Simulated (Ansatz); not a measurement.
# HfO2 (fluorite), map of one atom of the cell

HfO2 (fluorite)

```xyz
6
Lattice="0.0000 5.0976 5.0976 2.5488 0.0000 2.5488 2.5488 2.5488 0.0000" Properties=species:S:1:pos:R:3 pbc="T T T"
Hf     0.0000     0.0000     0.0000
Hf     0.0000     2.5488     2.5488
O      1.2744     1.2744     1.2744
O      1.2744     3.8232     3.8232
O      3.8232     3.8232     3.8232
O      3.8232     6.3720     6.3720
```

In this cell atom 5 (O, nearest neighbour Hf at 2.207 Å; its periodic images, 3.6 Å or more away, move with it) is moved by u·(0.707, 0.707, 0.000) + v·(0.000, 0.000, 1.000); the rest is frozen.

These are PBE (plane waves to 420 eV, PAW, scalar-relativistic; Ansatz, a first-principles code) values and carry that method's errors. k mesh 9×9×9 (Γ-centred), Fermi-Dirac smearing 0.05 eV. E stands for the smeared free energy. Points where atoms come too close for the PAW data are left out (x in tables, blank in figures). Fu and Fv are the components of the force on the atom. HfO2 is run without spin polarisation. HfO2 was relaxed with its symmetry unable to fall. Spin-orbit coupling is left out, though Hf is heavy. This is a high-temperature form of HfO2. ΔE is measured from the undisplaced structure. Axes are in Å.

ΔE (eV/cell), with u across and v down:

```
v \ u   -0.330  -0.220  -0.110  0.000  0.110  0.220  0.330
------  ------  ------  ------  -----  -----  -----  -----
-0.330   0.911   0.769   0.690  0.665  0.690  0.769  0.911
-0.220   0.652   0.445   0.329  0.291  0.329  0.445  0.652
-0.110   0.563   0.282   0.123  0.072  0.123  0.282  0.563
0.000    0.646   0.277   0.068  0.000  0.068  0.277  0.646
0.110    0.907   0.430   0.159  0.072  0.159  0.430  0.907
0.220    1.358   0.746   0.402  0.291  0.402  0.746  1.358
0.330        x   1.238   0.806  0.667  0.806  1.238      x
```

Fv (eV/Å), with u across and v down:

```tsv
v \ u	-0.330	-0.220	-0.110	0.000	0.110	0.220	0.330
-0.330	3.15	3.71	4.04	4.14	4.04	3.71	3.15
-0.220	1.58	2.20	2.56	2.68	2.56	2.20	1.58
-0.110	0.03	0.76	1.18	1.32	1.18	0.76	0.03
0.000	-1.55	-0.66	-0.16	0.00	-0.16	-0.66	-1.55
0.110	-3.21	-2.12	-1.51	-1.31	-1.51	-2.12	-3.21
0.220	-5.01	-3.65	-2.92	-2.68	-2.92	-3.65	-5.01
0.330	x	-5.31	-4.44	-4.17	-4.44	-5.31	x
```

Summary:

| Property | Value |
|---|---|
| Principal force constants in the plane (five-point differences of the forces) | 11.1 and 11.9 eV/Å² |
| Centre of the map | a minimum |
| Lowest place on the grid | u = 0.000 Å, v = 0.000 Å (0 meV/cell) |

The 49 points together took about 100 core-minutes (a rough figure).

(A displaced cell: forces are minus the slopes of the energy, force constants its curvatures, and phonons follow from these.)
